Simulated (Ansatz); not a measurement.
The calculation used DFT PBE, scalar-relativistic, plane waves, PAW in Ansatz 0.2.0. Settings: cutoff 420 eV, Γ-centred meshes spaced at most about 0.3 Å⁻¹, and about 0.25 Å⁻¹ or finer for metals (2π included), Gaussian smearing. Collinear spin in cells that started with moments and kept them past the coarse steps, no spin elsewhere.

All energies are static (0 K, no zero-point motion). All come from trial cells, and lower structures may exist.

Question: Order these relaxed structures of CoBr₄ by energy, lowest first, with the energy over the lowest of them.
A.

```
Co Br
1.0
    -3.11517    3.11517    3.49716
     3.11517   -3.11517    3.49716
     3.11517    3.11517   -3.49716
Co Br
1 4
Direct
  0.50000 0.50000 0.00000
  0.50000 0.00000 0.00000
  0.00000 0.50000 0.00000
  0.00000 0.00000 0.50000
  0.50000 0.50000 0.50000
```

B.

```
Co Br
1.0
     4.98574    0.00000    0.00000
     0.00000    4.98574    0.00000
     0.00000    0.00000    4.98574
Co Br
1 4
Direct
  0.50000 0.50000 0.50000
  0.00000 0.50000 0.50000
  0.50000 0.00000 0.50000
  0.50000 0.50000 0.00000
  0.00000 0.00000 0.00000
```

C.

```
Co Br
1.0
    -3.22608    3.22608    3.22608
     3.22608   -3.22608    3.22608
     3.22608    3.22608   -3.22608
Co Br
1 4
Direct
  0.00000 0.00000 0.00000
  0.00000 0.00000 0.50000
  0.00000 0.50000 0.00000
  0.50000 0.00000 0.00000
  0.50000 0.50000 0.50000
```

D.

```
Co Br
1.0
     6.10919    0.00000    0.00000
     0.00000    6.10919    0.00000
     0.00000    0.00000    6.10919
Co Br
1 4
Direct
  0.00000 0.00000 0.00000
  0.21554 0.78446 0.78446
  0.78446 0.21554 0.78446
  0.78446 0.78446 0.21554
  0.21554 0.21554 0.21554
```

Answer: D (0 meV/atom), B (349 meV/atom), A (498 meV/atom), C (512 meV/atom). Forms: D P-43m, moments up to 2.7 μB; B Pm-3m, moments up to 1.8 μB; A I4/mmm, moments up to 2.4 μB; C Im-3m, moments up to 2.4 μB. Counting Br atoms around Co (those within 1.25 times the shortest such distance or 1.15 times the sum of covalent radii): D has Co 4; B has Co 6; A has Co 8; C has Co 8.

For metals, differences of a few meV/atom aren't resolved. No dispersion correction is applied, so the spacing and binding between layers, chains or molecules are poorly described (P-43m), and this can change margins and order among such cells. In such compounds of Co a zero gap at this level may well be an artefact, since no Hubbard U is applied. The magnetic state reached may not be the lowest. Cells relaxed within their symmetry can be saddle points. Some types were kept out of the candidates beforehand, so the set may lack a known form.
